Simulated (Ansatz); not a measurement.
Theory: DFT PBE, scalar-relativistic, plane waves, PAW (Ansatz 0.2.0). Cutoff 420 eV, Γ-centred meshes of about 0.25 Å⁻¹ or finer for metals and 0.3 Å⁻¹ for insulators (2π included), Gaussian smearing. No spin polarisation.

This relaxed Sc2SnSe5 cell comes from a structure search over trial cells.

```
Sc Sn Se
1.0
     3.87676    0.00000    0.00000
    -1.93838    3.35738    0.00000
     0.00000    0.00000   17.45609
Sc Sn Se
2 1 5
Direct
  0.66667 0.33333 0.39766
  0.33333 0.66667 0.60234
  0.00000 0.00000 0.00000
  0.66667 0.33333 0.09126
  0.33333 0.66667 0.90874
  0.33333 0.66667 0.32041
  0.66667 0.33333 0.67959
  0.00000 0.00000 0.50000
```

Problem. Is this structure dynamically stable?

Solution. As far as tested, yes. The phonons on a 2×2×1 q mesh of the computed 8-atom cell show no imaginary mode. After random moves of the atoms it relaxes back. Sc has 3 Se at 2.61 Å and 3 Se at 2.86 Å; Sn has 6 Se at 2.75 Å; Se on a site of symmetry 3m is surrounded by 3 Sn at 2.75 Å; around Se on a second site of symmetry 3m lie 3 Sc at 2.61 Å; 1 more site not described.

Weakly bound directions are ill-defined at this level, which has no dispersion term.
